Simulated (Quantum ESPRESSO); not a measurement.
# Kohn-Sham bands of TlI (CsCl type)

```
TlI
1.0
    4.23821     0.00000     0.00000
    0.00000     4.23821     0.00000
    0.00000     0.00000     4.23821
Tl I
1 1
Direct
  0.00000   0.00000   0.00000
  0.50000   0.50000   0.50000
```

Materials Project entry mp-23197; symmetrised, unrelaxed at this level. COD (Crystallography Open Database) has the formula in 2 space groups, this one among them (matched by group alone). Level: PBEsol, spinors with spin-orbit coupling; pw.x of Quantum ESPRESSO at 56 Ry with PseudoDojo potentials, 6×6×6 k-points, Wannier90. Density: 8×8×8 mesh, Gaussian smearing 0.01 Ry.

Task: List the Kohn-Sham levels between −8 and 3.8 eV relative to the valence-band maximum at the high-symmetry points, as a band run of pw.x on that density gives them (levels within 2 meV counted together).

Result: 
```
point  k (reciprocal lattice)                                               levels (eV)
-----  ----------------------  --------------------------------------------------------
Γ           0.000 0.000 0.000                        -4.56 (×2), -1.77 (×2), -0.72 (×4)
X           0.000 0.500 0.000  -5.58 (×2), -1.08 (×2), -0.11 (×2), 0.00 (×2), 1.54 (×2)
M           0.500 0.500 0.000            -4.23 (×2), -3.05 (×2), -2.71 (×2), -0.30 (×2)
R           0.500 0.500 0.500  -3.51 (×2), -2.37 (×2), -1.56 (×4), 0.79 (×2), 1.81 (×4)
```
